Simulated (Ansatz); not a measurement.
input.yaml

```yaml
crystal:
  lattice:
    - [3.2312868022, 0.0, 0.0]
    - [-1.6156434011, 2.7983764576, 0.0]
    - [0.0, 0.0, 5.188392396]
  atoms:
    - { symbol: Hf, position: [0.3333333333, 0.6666666667, 0.25] }
    - { symbol: Hf, position: [0.6666666667, 0.3333333333, 0.75] }
basis:
  ecutwfc: 420
kpoints:
  mp_grid: { grid: [15, 15, 8] }
hamiltonian:
  xc: pbesol
scf:
  occupations: { method: gaussian, width: 0.1 }
output:
  forces: true
  stress: true
  eigenvalues: true
  populations: true
```

It can be run as
```bash
ansatz run input.yaml --threads 1 --pin off --backend cpu --events-out ev --progress --plain --runs-dir out  # memory cap (--max-ram) not shown
```

Level of theory: DFT PBEsol, scalar-relativistic, plane waves, PAW (Ansatz).

Part of what the program printed, abridged:

```
Pseudopotentials: kind: paw
Pseudopotential: Hf, paw, valence charge 26, recommended cutoff 420 eV (normal)
Functional definition: PBEsol
Crystal: 2 atoms, lattice volume = 46.915 Å³
Basis set: ecut = 420 eV, 941 PW (Γ), exchange–correlation on 48×48×72 points (8 copies of the dense FFT grid, shifted against one another)
Bands: 32, of which v1, the nominal top of the filled ones, is band 26 counted from 1 (25 counted from 0)
Symmetry: 24 space group operations
Space group: P63/mmc (ITA 194), of the structure as read, at distance tolerance 3.6e-5 Å
k-points: 135 of 1800
Initial density: superposition of atomic densities (neutral atoms: chi_scale 0, normalization atom), corrected by the library's trained network
Initial wavefunctions: pseudopotential atomic-orbital guess
Functional: x = pbesol(κ = 0.804, μ = 0.12345679), c = pbesol(β = 0.046)
SCF iter   1: F=—  HF=-31195.952089 eV  |F-HF|=—  |Δ(HF+E_count)|=         —  Δρ=3.14e-3  dr2=2.73e-3  ethr=1.77e-3  ⟨swp⟩=4.1  Hψ=14138  notcnv=0
SCF iter   2: F=—  HF=-31195.952261 eV  |F-HF|=—  |Δ(HF+E_count)|=   1.72e-4  Δρ=1.92e-3  dr2=1.12e-3  ethr=5.25e-6  ⟨swp⟩=2.7  Hψ=8772  notcnv=0
SCF iter   3: F=—  HF=-31195.952323 eV  |F-HF|=—  |Δ(HF+E_count)|=   6.21e-5  Δρ=5.34e-4  dr2=1.44e-4  ethr=2.16e-6  ⟨swp⟩=2.0  Hψ=6592  notcnv=0
SCF iter   4: F=—  HF=-31195.952209 eV  |F-HF|=—  |Δ(HF+E_count)|=   1.14e-4  Δρ=2.09e-4  dr2=1.75e-5  ethr=2.78e-7  ⟨swp⟩=2.0  Hψ=7655  notcnv=0
SCF iter   5: F=—  HF=-31195.952223 eV  |F-HF|=—  |Δ(HF+E_count)|=   1.40e-5  Δρ=4.58e-5  dr2=9.48e-7  ethr=3.37e-8  ⟨swp⟩=2.1  Hψ=6713  notcnv=0
SCF iter   6: F=—  HF=-31195.952222 eV  |F-HF|=—  |Δ(HF+E_count)|=   5.14e-8  Δρ=1.71e-5  dr2=1.19e-7  ethr=1.82e-9  ⟨swp⟩=2.2  Hψ=7767  notcnv=0
SCF iter   7: F=-31195.952222 eV  HF=-31195.952222 eV  |F-HF|=5.39e-9  |Δ(HF+E_count)|=   5.30e-8  Δρ=3.44e-6  dr2=6.26e-9  ethr=1.92e-10  ⟨swp⟩=7.9  Hψ=20512  notcnv=0
SCF 1 converged in 7 iterations: F = -31195.952222 eV  dr2 = 6.26e-9
SCF converged after 7 iterations
Free energy (F): -31195.952222 eV
Harris-Foulkes:  -31195.952222 eV  (|F-HF|=5.39e-9)
Internal energy: -31195.944486 eV  (E = F + TS)
E sigma→0 (E₀):  -31195.948354 eV
Entropy (-TS):   -0.007737 eV (-3.868 meV/atom)
Fermi energy:    18.741877 eV
--- Per-component energies (eV) ---
  E_band       = 7.917208
  E_kinetic    = 844.848249
  E_local      = -10405.175948  (includes V_loc(G=0)·N_el)
  E_nonlocal   = -2477.940313
  E_hartree    = 4867.920460
  E_xc         = -593.817690
  E_vxc        = -529.700948  (∫ρ·V_xc dr)
  E_paw        = -13613.657506  (= ΣΔE_a)
  E_vpaw       = 2840.051881  (= ΣTr[D̂ρ^β])
  E_aug_tail   = -0.000003  (compensation charges beyond the density's cutoff)
  E_ewald      = -9820.623917
  E_core_change = 2.502183  (= ΣΔE_core)
  E_smearing   = -0.007737  (= −TS)
--- Forces (eV/Å), atoms counted from 1 ---
  atom   1  Hf     0.00000000     0.00000000     0.00000000
  atom   2  Hf     0.00000000     0.00000000     0.00000000
--- Stress (GPa, compression-positive) ---
       -7.513991       0.000000       0.000000
        0.000000      -7.513991       0.000000
        0.000000       0.000000      -9.334642
  P = ⅓ Tr σ = -8.1209 GPa (-81.209 kbar)
--- Band table (eV; the first three rows and the last of 135) ---
  k-point 0: bands = ["-43.2651", "-43.2111", "-12.3079", "-11.6693", "-11.6693", "-11.5860", "-11.5664", "-11.5664", "6.7563", "6.7842", "6.7842", "6.7843", "6.7870", "6.7870", "6.7899", "6.7945", "6.7945", "6.8023", "6.8195", "6.8195", "6.8572", "6.8601", "11.5131", "15.1127", "19.1279", "19.9067", "19.9067", "20.0027", "20.6394", "20.6394", "21.3542", "21.3542"]
  k-point 1: bands = ["-43.2631", "-43.2131", "-12.2820", "-11.6654", "-11.6654", "-11.6151", "-11.5704", "-11.5704", "6.7568", "6.7775", "6.7775", "6.7857", "6.7871", "6.7910", "6.7910", "6.7955", "6.7955", "6.8030", "6.8215", "6.8215", "6.8574", "6.8600", "11.6464", "15.0200", "18.9630", "19.8398", "19.8398", "19.8898", "20.5375", "20.5375", "21.5600", "21.5600"]
  k-point 2: bands = ["-43.2572", "-43.2190", "-12.2075", "-11.6974", "-11.6544", "-11.6544", "-11.5816", "-11.5816", "6.7585", "6.7723", "6.7723", "6.7809", "6.7839", "6.7839", "6.7894", "6.8034", "6.8055", "6.8055", "6.8243", "6.8243", "6.8577", "6.8596", "12.0331", "14.6972", "18.6871", "19.5868", "19.7413", "19.7413", "20.2958", "20.2958", "22.0571", "22.0571"]
  k-point 134: bands = ["-43.2034", "-43.2034", "-12.1355", "-12.1355", "-11.9693", "-11.9693", "-11.7017", "-11.7017", "6.7824", "6.7824", "6.7851", "6.7851", "6.7940", "6.7940", "6.7994", "6.7994", "6.8017", "6.8017", "6.8025", "6.8025", "6.8407", "6.8407", "17.0618", "17.0618", "17.3568", "17.3568", "18.5087", "18.5087", "21.1094", "21.1094", "23.6145", "23.6145"]
--- Löwdin populations: 2 sites ---
  site symbol q [e]
     0     Hf     25.9140
     1     Hf     25.9140
  spilling = 0.003307 (of n_electrons = 52.000000)
```

Self-consistency was reached.

Spin–orbit coupling is left out, which can shift energies with elements as heavy as these.